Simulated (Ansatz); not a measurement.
MgTe:
```
CELL_PARAMETERS angstrom
      3.65890     2.11275     0.00000
     -3.65890     2.11275     0.00000
     -2.43866     0.00000     6.89853
ATOMIC_POSITIONS crystal
  Mg 0.50000 0.00000 0.50000
  Mg 0.00000 0.50000 0.00000
  Te 0.25013 0.25013 0.75000
  Te 0.74987 0.74987 0.25000
```

Relaxed with PBE. Special points in fractions of this cell's reciprocal vectors: Γ (0.000, 0.000, 0.000); C (0.344, 0.344, 0.000); C2 (-0.344, 0.656, 0.000); Y2 (-0.500, 0.500, 0.000); M2 (-0.500, 0.500, 0.500); D (-0.313, 0.687, 0.500); D2 (0.313, 0.313, 0.500); A (0.000, 0.000, 0.500); L2 (0.000, 0.500, 0.500); V2 (0.000, 0.500, 0.000).

Q: List the band energies nearest the valence-band maximum at these points for the program Ansatz at the PBE level (PAW).

A: In eV from the valence-band maximum; about four levels below and three above (degenerate sets whole), none deeper than 8.9 eV; points with the same levels are listed once.

```json
[
 {"k": "Γ", "below": "-0.50 -0.50 -0.01 -0.01 -0.01", "above": "2.10 3.17 4.45 4.45"},
 {"k": "C", "below": "-3.33 -2.55 -1.60 -1.23", "above": "2.10 3.17 4.60"},
 {"k": "Y2", "below": "-1.78 -1.78 -0.50 -0.50", "above": "0.44 3.15 3.17"},
 {"k": "M2", "below": "-2.23 -2.23 -1.25 -1.25", "above": "2.16 2.16 5.27 5.27"},
 {"k": "D", "below": "-2.83 -2.83 -1.35 -1.35", "above": "2.41 2.41 5.57 5.57"},
 {"k": "A", "below": "-0.28 -0.28 -0.28 -0.28", "above": "3.41 3.41 5.38 5.38 5.38 5.38"},
 {"k": "V2", "below": "-2.24 -2.23 -1.25 -1.25", "above": "2.16 2.16 5.27 5.27"}
]
```

Space group Fm-3m (rock salt). The cell is a constructed one: a structure type filled with these elements; the Crystallography Open Database copy checked does not list it. COD files the formula under space group No. 186, so this cell is another polymorph or a model. Whether it is the stable phase at ambient conditions was not checked. Symmetry was held in the PBE relaxation; whether a distortion lowers the energy is not shown. The volume moved by -26 % from the start of the relaxation. Point labels and valley counts follow the cell and symmetry of the run, lower than the named group. Scalar-relativistic: spin–orbit coupling is off unless named, which matters more the heavier the elements.

Potentials: the later of the program's two PAW sets.
